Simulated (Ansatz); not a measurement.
AlN:
```
AlN
1.0
    0.00000     2.01886     2.01886
    2.01886     0.00000     2.01886
    2.01886     2.01886     0.00000
N Al
1 1
Cartesian
  0.00000   0.00000   0.00000
  2.01886   2.01886   2.01886
```

Relaxed with r²SCAN. Special points in fractions of this cell's reciprocal vectors: Γ (0.000, 0.000, 0.000); X (0.500, 0.000, 0.500); U (0.625, 0.250, 0.625); K (0.375, 0.375, 0.750); L (0.500, 0.500, 0.500); W (0.500, 0.250, 0.750).

Problem. List the band energies nearest the valence-band maximum at these points for plane-wave PAW r²SCAN (Ansatz code).

Solution. In eV from the valence-band maximum; about four levels below and three above (degenerate sets whole), none deeper than 8.9 eV; … stands for higher levels left out; points with the same levels are listed once.

| k | below | above |
|---|---|---|
| Γ | 0.00 0.00 0.00 | 6.53 … |
| X | -7.57 -2.90 -2.90 | 5.52 6.01 15.43 |
| U | -6.68 -5.55 -2.39 | 6.74 10.19 14.01 |
| L | -8.46 -1.15 -1.15 | 6.94 11.97 11.97 |
| W | -5.84 -5.84 -3.95 | 9.09 11.70 11.70 |

Space group Fm-3m (rock salt). This is a known high-pressure phase of the composition, computed here at zero pressure and temperature. The r²SCAN relaxation kept the symmetry of its start; its stability against distortions is not shown here.

Potentials: the later of the program's two PAW sets.
